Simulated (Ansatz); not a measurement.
Crystals of one structure type (MoSi2 or CaC2 type) and one family of elements, relaxed and computed with r²SCAN in the plane-wave PAW code Ansatz.

```tsv
crystal	V (Å³/atom)	B₀ by P(V) fit (GPa)
Si2Mo	13.36	217
Si2W	13.41	?
Ge2Mo	15.04	176
Ge2W	15.05	189
```

Problem. Fit a straight line to ln B₀ against ln V and predict the withheld value.

Solution. Least squares on the 3 shown rows: ln B₀ = -1.46 × ln V + (9.164), with a scatter of 3 %. For Si2W this gives 216. The run itself gave 232, outside the scatter: the line misses something about this case.

Standing as an ambient phase not checked: Ge2Mo, MoSi2 or CaC2 type; Ge2W, MoSi2 or CaC2 type. All cells were relaxed under the symmetry of their starts (and spin orders); stability against distortions was not tested throughout. Rows with no word on spin ran without spin polarisation. Scalar-relativistic: spin–orbit coupling is off unless named, which matters more the heavier the elements.

Potentials: the later of the program's two PAW sets.
